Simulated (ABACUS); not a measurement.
A self-consistent single point of CsGeI₃ (Cm, 5 atoms in the cell; from Materials Project mp-28377, changed as shown) with ABACUS.

Method: LDA (PW92), numerical atomic orbitals TZDP (confined pseudo-atomic orbitals with Gaussian additions; energy shift 0.01 Ry), PseudoDojo 0.4 standard norm-conserving LDA (tails mended) pseudopotentials in ABACUS 3.10.1.

The change in words: lattice scaled by 1.02. Reference geometry (Cm):
```xyz
5
Lattice="4.3534 -4.2242 0.0000 4.3534 4.2242 0.0000 -0.3243 0.0000 6.1195" Properties=species:S:1:pos:R:3 pbc="T T T"
Cs     7.7415     0.0000     3.5898
Ge     3.2011     0.0000     0.8209
I      3.3955     0.0000     3.5540
I      5.7543    -2.1591     0.5706
I      5.7543     2.1591     0.5706
```

Reference input (self-consistent single point, DFT, LDA (PW92), numerical atomic orbitals TZDP (confined pseudo-atomic orbitals with Gaussian additions; energy shift 0.01 Ry), PseudoDojo 0.4 standard norm-conserving LDA (tails mended) pseudopotentials): basis = TZDP numerical atomic orbitals, energy shift 0.01 Ry; KPT = Gamma 4 4 4 0 0 0; basis_type = lcao; dft_functional = PWLDA; ecutwfc = 100 Ry; smearing_method = fd; smearing_sigma = 0.000734986 Ry; potentials = PseudoDojo 0.4 standard norm-conserving LDA (tails mended); symmetry = 1; symmetry_prec = 1e-05; ks_solver = scalapack_gvx; scf_nmax = 100. This run's input differs from it in these lines:

```diff
@@ -34,8 +34,8 @@
 LATTICE_CONSTANT
-11.462949
+11.692208
 
 LATTICE_VECTORS
-   0.7176746203   -0.6963786326    0.0000000000
-   0.7176746203    0.6963786326    0.0000000000
-  -0.0534567537    0.0000000000    1.0088302383
+   0.7176745705   -0.6963786799    0.0000000000
+   0.7176745705    0.6963786799    0.0000000000
+  -0.0534567052    0.0000000000    1.0088302527
 
@@ -47,3 +47,3 @@
 1
-  14.6293655727    0.0000000000    6.7836575121 1 1 1
+  14.9219521838    0.0000000000    6.9193307731 1 1 1
 
@@ -52,3 +52,3 @@
 1
-   6.0491380986    0.0000000000    1.5512177063 1 1 1
+   6.1701205141    0.0000000000    1.5822420857 1 1 1
 
@@ -57,5 +57,5 @@
 3
-   6.4166421920    0.0000000000    6.7161227618 1 1 1
-  10.8739674025   -4.0800423615    1.0782431708 1 1 1
-  10.8739674025    4.0800423615    1.0782431708 1 1 1
+   6.5449748984   -0.0000000000    6.8504453267 1 1 1
+  11.0914460501   -4.1616434984    1.0998080518 1 1 1
+  11.0914460501    4.1616434984    1.0998080518 1 1 1
 # file: KPT
```

Output, abridged:

```
 SELF-CONSISTENT
 -------------------------------------------

                  longest orb rcut (Bohr) = 11.1
   longest nonlocal projector rcut (Bohr) = 2.3
                     search radius (Bohr) = 26.8

                          real space grid = [ 75, 75, 75 ]
                                 init_chg = atomic

 LCAO ALGORITHM --------------- ION=   1  ELEC=   1--------------------------------

 Density error is 0.0423975793043
 E_KohnSham     -303.6380265504      -4131.2072905610
 E_Fermi        0.2432646850         3.3097858385

 LCAO ALGORITHM --------------- ION=   1  ELEC=   2--------------------------------

   [... lines left out ...]

   [... 8 blocks of this kind left out ...]

 LCAO ALGORITHM --------------- ION=   1  ELEC=  11--------------------------------

 Density error is 2.41956601495e-07
 E_KohnSham     -303.6393814563      -4131.2257250014
 E_Fermi        0.2408420337         3.2768239765

 LCAO ALGORITHM --------------- ION=   1  ELEC=  12--------------------------------

 Density error is 8.55877449896e-08
 E_KohnSham     -303.6393814563      -4131.2257250011
 E_KS(sigma->0) -303.6393814563      -4131.2257250011
 E_entropy(-TS) 0.0000000000         0.0000000000
 E_Fermi        0.2408420319         3.2768239513
 charge density convergence is achieved
 final etot is -4131.225725 eV
 EFERMI = 3.2768239513 eV

 STATE ENERGY(eV) AND OCCUPATIONS    NSPIN == 1
   [... 29 lines left out ...]

 TOTAL-FORCE (eV/Angstrom)
                       Cs1        -0.0034036438         0.0000000000        -0.0034821198
                       Ge1        -0.2071691822         0.0000000000         0.1275367963
                        I1        -0.0259728408         0.0000000000        -0.1743155575
                        I2         0.1182728334        -0.1376563980         0.0251304405
                        I3         0.1182728334         0.1376563980         0.0251304405

 TOTAL-STRESS (KBAR)
       -30.7529611853        -0.0000000000        -1.1365508503
         0.0000000000       -32.4548446333         0.0000000000
        -1.1365508503         0.0000000000       -32.2498569435
 TOTAL-PRESSURE: -31.819221 KBAR

 --------------------------------------------
 !FINAL_ETOT_IS -4131.2257250011007272 eV
 --------------------------------------------
```

The run converged in 12 iterations. Against the reference run the free energy rises by 48.5 meV/atom, the pressure goes from -2.42 to -3.18 GPa, the largest force goes from under 0.1 to 0.24 eV/Å and the gap on the mesh goes from 0.962 to 1.134 eV.

Spin-orbit coupling is left out, which matters for bands and gaps with elements this heavy. The atom-centred basis is finite, which shifts total energies, pressures, gaps and forces against plane waves. The structure comes from a collection of computed structures, made at another level of theory; the collection holds predicted forms beside known ones.

Cost on one core: roughly 70 core-seconds.

The atomic orbitals were generated for these runs; they are not ABACUS's published sets and were checked against plane waves on a few crystals only.

“Tails mended”: in these copies of the files the far tail of each local potential was reset to the Coulomb form.
